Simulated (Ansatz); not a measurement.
Relaxed TiAl3 (D022 type, space group I4/mmm):

```
CELL_PARAMETERS angstrom
     -1.92294     1.92294     4.30997
      1.92294    -1.92294     4.30997
      1.92294     1.92294    -4.30997
ATOMIC_POSITIONS crystal
  Al 0.50000 0.50000 0.00000
  Al 0.75000 0.25000 0.50000
  Al 0.25000 0.75000 0.50000
  Ti 0.00000 0.00000 0.00000
```

A phonon eigenvector at Γ is frozen into this cell: atom i moves by Q times the vector below, so Q is the largest atomic displacement, in Å. The cell is held. It is one choice among 2 degenerate patterns.

```tsv
atom	x	y	z
Al1	0.000	1.000	0.000
Al2	0.000	-0.002	0.000
Al3	0.000	-0.002	0.000
Ti4	0.000	-0.562	0.000
```

Calculation: PBE (plane waves to 420 eV, PAW, scalar-relativistic; Ansatz, a quantum-chemistry and plane-wave program). k mesh 17×17×17 (Γ-centred), Fermi-Dirac smearing 0.05 eV. With partly filled bands, energies and forces of such displacements shift with the k mesh and the smearing. TiAl3 is run without spin polarisation. TiAl3 was relaxed with its symmetry unable to fall.

At one point of the scan the forces (eV/Å) are:

```json
[
 {"atom": "Al1", "Fx": "0.000", "Fy": "1.048", "Fz": "0.000"},
 {"atom": "Al2", "Fx": "0.000", "Fy": "-0.002", "Fz": "-0.015"},
 {"atom": "Al3", "Fx": "0.000", "Fy": "-0.002", "Fz": "0.015"},
 {"atom": "Ti4", "Fx": "0.000", "Fy": "-1.044", "Fz": "0.000"}
]
```

Problem. Which point is it?
A. Q = -0.090 Å
B. Q = -0.060 Å
C. Q = -0.180 Å
D. Q = -0.150 Å

Solution. A, Q = -0.090 Å

(For displaced atoms, the force is minus the slope of the energy, and its curvature is a force constant, which sets phonon frequencies.)
